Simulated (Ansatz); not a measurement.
Method: PBE, scalar-relativistic; no spin polarisation; PAW, 420 eV, 10×10×6 k-mesh, Gaussian smearing of 0.05 eV; code Ansatz; PAW files: Ansatz's generated set soft_2.

The calculation on XW, where X is one element, gave:

* Space group: P6_3/mmc (No. 194)
* Conventional cell: a = 4.626 Å, b = 4.626 Å, c = 5.153 Å, α = 90.00°, β = 90.00°, γ = 120.00°
* Volume: 23.88 Å³/atom
* Band gap: zero (metallic)
* Density of states at the Fermi level: 0.35 states/(eV·atom)
* Bader charges: W 0.15; X -0.15 e
* Formation energy from the elements (0 K, uncorrected): 0.99 eV/atom (unstable against the elements)
* Bulk modulus (Birch–Murnaghan): 108 GPa

Sites: W on 2a, X on 2c.

Problem. Which element is X?
A. At
B. Bi
C. Tl
D. Pb

Solution. B. X is Bi, so the compound is BiW.

The structure was built from a prototype; whether the compound forms in it isn't claimed.

No spin–orbit coupling, a notable omission for heavy elements.
